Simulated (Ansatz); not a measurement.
Ga₄AsN₃ as one 8-atom ordering (R3m) on the zincblende lattice, relaxed with r2SCAN. The symmetry is R3m (No. 160, trigonal); conventional cell a = 3.349 Å, c = 34.037 Å, 13.78 Å³ an atom. Around N lie 4 Ga at 1.93–2.02 Å; around N lie 4 Ga at 1.95–2.02 Å; around N lie 4 Ga at 1.97–2.01 Å; around As lie 4 Ga at 2.31–2.48 Å; around Ga lie 4 N at 1.95–2.02 Å; around Ga lie 4 N at 1.97–2.02 Å; around Ga lie 3 N at 2.01 Å and 1 As at 2.48 Å; around Ga lie 1 N at 1.93 Å and 3 As at 2.31 Å.

The questions ask for values computed with the PAW code Ansatz on this geometry. Non-magnetic throughout. Whether this structure exists isn't addressed.

Q: What gap does PBE give, and where are the band edges?

A: PBE gives no gap: the lowest nominally empty band dips 0.57 eV below the top of the last filled one (its bottom at Γ–S₀ (0.30 of the way from Γ), the top at L–Γ (0.90 of the way from L)), so the cell is a metal or semimetal at this level.

Q: Estimate the gap with PBE+SOC on 8×8×8.

A: With PBE+SOC the bands overlap by 0.54 eV (counted from 1, band 82 peaks at L–Γ (0.90 of the way from L) and band 83 bottoms out at Γ–S₀ (0.30 of the way from Γ)): no gap.

Q: Estimate the gap with r2SCAN on 8×8×8.

A: With r2SCAN the bands overlap by 0.52 eV (counted from 1, band 41 peaks at Γ and band 42 bottoms out at Γ–S₀ (0.30 of the way from Γ)): no gap.

Only the levels marked +SOC include spin-orbit coupling.

Where an edge lies off the special points, it is a point of the mesh or the k point where a search put PBE's edge or least direct gap, reused for the other functionals, whose own edges may lie a little apart.
